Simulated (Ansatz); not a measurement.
One crystal and one scan (energy against volume) at two levels, PBE (plane waves to 420 eV, PAW, scalar-relativistic; Ansatz, a first-principles code) and r2SCAN (plane waves to 500 eV, PAW, scalar-relativistic; Ansatz), each from its own relaxed cell and on its own mesh.

The crystal is SiC (wurtzite); the cell is scaled evenly about its relaxed volume V₀.

The energy includes the smearing's −TS. SiC was relaxed with its symmetry unable to fall. The PAW data are Ansatz's earlier set. With the shape held, the modulus is that of even scaling; a crystal free to change shape is softer. Both scans cover V/V₀ from 0.940 to 1.060.

```
quantity                                                                     run 1  run 2
---------------------------------------------------------------------------  -----  -----
Lattice constant a (Å)                                                       3.092  3.075
Lattice constant c (Å)                                                       5.074  5.049
Relaxed volume (Å³/atom)                                                     10.50  10.34
Band gap of the relaxed cell, no spin-orbit coupling (eV)                     2.31   2.65
Pressure at the smallest volume (GPa)                                         14.9   15.9
Energy cost of the largest compression (meV/atom)                             27.9   29.3
Energy cost of the largest expansion (meV/atom)                               22.9   24.1
Bulk modulus at fixed cell shape B₀ (third-order Birch-Murnaghan fit) (GPa)  213.7  228.0
Pressure for 5 % compression (fit) (GPa)                                      12.1   12.9
```

Problem. Which run is which level?

Solution. Run 1 is PBE, run 2 is r2SCAN. PBE gives the higher value for: lattice constant a; lattice constant c; relaxed volume. PBE gives the lower value for: band gap of the relaxed cell, no spin-orbit coupling; pressure at the smallest volume; energy cost of the largest compression; energy cost of the largest expansion; bulk modulus at fixed cell shape B₀; pressure for 5 % compression. Neither level is exact: the differences show how much the result hangs on the functional.

(Under strain, the slope of the energy per volume gives the stress and its curvature an elastic modulus.)
